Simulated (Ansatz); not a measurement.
With PBE in the plane-wave PAW code Ansatz, GaGe$_{5}$Si$_{26}$ in the monoclinic phase (C2; Pearson symbol mS64) relaxes to a = 15.616 Å, b = 11.028 Å, c = 11.034 Å, β = 135.0°. Ga has 4 nearest neighbours from 2.41 Å (tetrahedral); Ge on 2b has 4 nearest neighbours from 2.41 Å (tetrahedral); Ge on 2a has 4 nearest neighbours from 2.41 Å (tetrahedral); Ge on 2b has 4 nearest neighbours from 2.41 Å (tetrahedral). Its formation energy from the elements is 0.030 eV/atom, with no fitted shifts.

Electronic character: metallic (no gap).

An equation-of-state fit gives a bulk modulus of 81.7 GPa. The elastic constants imply a Debye temperature near 507 K. Bader charges are Ga +0.17, Ge -0.27 to -0.25, Si -0.01 to +0.11 e.

The start of the workflow was typed in or built on a structure type; neither database checked (COD, Materials Project) lists it. Its standing as an ambient phase is unchecked. The PBE relaxation kept the symmetry of its start; whether a distortion lowers the energy is not shown. As this level gives no gap, shear constants depend on the k-mesh and smearing (Fermi–Dirac, 0.1 eV here). The references are the lowest solids computed at this level, not always the standard phases. Spin–orbit coupling is left out wherever it is not named.

Potentials: the later of the program's two PAW sets.
